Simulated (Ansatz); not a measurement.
Ag:
```
Ag
1.0
    2.90765     0.00000     0.00000
   -1.45383     2.51810     0.00000
    0.00000     0.00000     9.46323
Ag
4
Direct
  0.00000   0.00000   0.00000
  0.00000   0.00000   0.50000
  0.33333   0.66667   0.25000
  0.66667   0.33333   0.75000
```

Relaxed with r²SCAN. Special points in fractions of this cell's reciprocal vectors: Γ (0.000, 0.000, 0.000); M (0.500, 0.000, 0.000); K (0.333, 0.333, 0.000); A (0.000, 0.000, 0.500); L (0.500, 0.000, 0.500); H (0.333, 0.333, 0.500).

Task: List the band energies nearest the Fermi level at these points for the program Ansatz at the r²SCAN with spin–orbit coupling level (PAW).

Result: In eV from the Fermi level; about four levels below and three above (degenerate sets whole), none deeper than 8.9 eV; points with the same levels are listed once.

```csv
k,below,above
Γ,-3.15 -3.15 -0.21 -0.21,3.72 3.72 11.51 11.51
M,-2.86 -2.86 -0.07 -0.07,0.90 0.90 1.08 1.08
K,-3.36 -3.36 -3.30 -3.30,3.25 3.25 3.25 3.25
A,-2.39 -2.39 -2.39 -2.39,6.73 6.73 6.73 6.73
L,-3.04 -3.04 -3.04 -3.04,0.34 0.34 0.34 0.34
H,-3.27 -3.27 -3.25 -3.25,3.56 3.56 3.61 3.61
```

Space group P6_3/mmc (dhcp (α-La type)). The first step of the workflow began from a Materials Project structure, measured or hypothetical; the Crystallography Open Database files this formula in space group No. 194, but the cells were not matched. It is not the phase usual at ambient conditions (space group No. 225). The r²SCAN relaxation kept the symmetry of its start; whether a distortion lowers the energy is not shown. No spin polarisation was allowed.

Potentials: the earlier of the program's two PAW sets.
